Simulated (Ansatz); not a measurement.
TaN: do energies and stresses tell the same story?

Method: DFT PBEsol, scalar-relativistic, plane waves, PAW (Ansatz 0.2.0).

Plane waves to 420 eV, a k mesh through Γ of 12×12×12 on the computed 6-atom cell and Gaussian smearing (0.10 eV); no spin polarisation.

Relaxed cell: P6/mmm, a = 5.205 Å, b = 5.205 Å, c = 2.904 Å, α = 90.00°, β = 90.00°, γ = 120.00°, 6 atoms in the primitive cell. This form isn't the usual stable structure of the compound.

Energies at zero smearing and pressures from the stress tensor, at volumes with shape and atoms relaxed:
```json
{"V (Å³/atom)": "10.672", "E − E(first) (meV/atom)": "0.00", "P (GPa)": "21.02"}
{"V (Å³/atom)": "11.013", "E − E(first) (meV/atom)": "-32.41", "P (GPa)": "9.72"}
{"V (Å³/atom)": "11.353", "E − E(first) (meV/atom)": "-42.55", "P (GPa)": "0.03"}
{"V (Å³/atom)": "11.694", "E − E(first) (meV/atom)": "-33.57", "P (GPa)": "-8.29"}
{"V (Å³/atom)": "12.034", "E − E(first) (meV/atom)": "-8.23", "P (GPa)": "-15.40"}
```

Task: Check P = −dE/dV between neighbouring volumes, and get the bulk modulus from the pressures alone.

Result: With 1 eV/Å³ = 160.2 GPa:
```json
{"middle V (Å³/atom)": "10.842", "−ΔE/ΔV (GPa)": "15.245", "mean P (GPa)": "15.371"}
{"middle V (Å³/atom)": "11.183", "−ΔE/ΔV (GPa)": "4.769", "mean P (GPa)": "4.878"}
{"middle V (Å³/atom)": "11.524", "−ΔE/ΔV (GPa)": "-4.224", "mean P (GPa)": "-4.126"}
{"middle V (Å³/atom)": "11.864", "−ΔE/ΔV (GPa)": "-11.919", "mean P (GPa)": "-11.842"}
```

The two differ by 0.13 GPa at most. The mean of two end pressures misses the average over a step by about ΔV² P″/12, up to 0.15 GPa here; with that taken off 0.02 GPa remains. Around V = 11.353 Å³/atom, the two neighbours give B = −V ΔP/ΔV = 11.353 × 18.01 / 0.681 = 300.1 GPa, against B0 = 298.6 GPa from the Birch–Murnaghan fit of the energies.

Spin–orbit coupling is left out, which can shift energies with elements as heavy as these.

Cost: 6 runs of about 3.2 core-minutes in all, on AMD EPYC 9R45 (Zen 5) (shared hosts).